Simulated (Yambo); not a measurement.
G0W0@LDA for FeSe2 (space group Pnnm, No. 58) in Yambo. Reference settings: 2×2×4 Γ-centred k mesh, bands 29 to 172 and a 7 Ry block in the screening, 172 bands in G with the Bruneval-Gonze terminator, plasmon pole fitted at 27.2 eV. The LDA gap (0, 0, 0.25) → (0, -0.5, -0.5) on this mesh is 0.34 eV; G0W0 gaps are taken between the same points.

Gap ((0, 0, 0.25) → (0, -0.5, -0.5)) in eV against the number of bands and the screening block, terminator on:

| bands (W and G) | 2 Ry | 3 Ry | 4 Ry | 6 Ry | 7 Ry |
|---|---|---|---|---|---|
| 66 | 1.311 | 1.090 | 0.869 | 0.702 | 0.665 |
| 85 | 1.332 | 1.108 | 0.884 | 0.715 | 0.679 |
| 110 | 1.345 | 1.122 | 0.899 | 0.734 | 0.697 |
| 141 | 1.353 | 1.130 | 0.908 | 0.742 | 0.706 |
| 172 | 1.356 | 1.135 | 0.912 | 0.748 | 0.713 |

Rough cost of the Yambo step against the reference (shared machines):

```json
[
 {"bands (W and G)": "66", "2 Ry": "1/5", "3 Ry": "1/4", "4 Ry": "1/5", "6 Ry": "1/4", "7 Ry": "1/3"},
 {"bands (W and G)": "85", "2 Ry": "1/3", "3 Ry": "1/3", "4 Ry": "1/3", "6 Ry": "1/2", "7 Ry": "~1"},
 {"bands (W and G)": "110", "2 Ry": "1/2", "3 Ry": "~1", "4 Ry": "1/2", "6 Ry": "~1", "7 Ry": "~1"},
 {"bands (W and G)": "141", "2 Ry": "~1", "3 Ry": "~1", "4 Ry": "~1", "6 Ry": "~1", "7 Ry": "~1"},
 {"bands (W and G)": "172", "2 Ry": "~1", "3 Ry": "~1", "4 Ry": "~1", "6 Ry": "~1", "7 Ry": "1"}
]
```

At the largest block the last step in bands moves the gap by 0.007 eV; at the most bands the last step in the block moves it by -0.035 eV.

The mesh misses a band edge: along a dense path the LDA gap is 0.20 eV against 0.34 eV on the mesh.

Spin-orbit splittings are left out. The 3d shell has no Hubbard U; the runs are without spin polarisation, and magnetic order was not tried.

The standard potential for Se keeps a d shell in the valence without the s and p states of that shell. In tests on such compounds this moved G0W0 gaps by up to about 0.9 eV, so absolute quasiparticle energies here are unreliable; differences between settings are what counts.

Geometry of the Materials Project entry, not relaxed at this level; primitive cell a = 4.780 Å, b = 5.756 Å, c = 3.581 Å, α = 90.00°, β = 90.00°, γ = 90.00°.
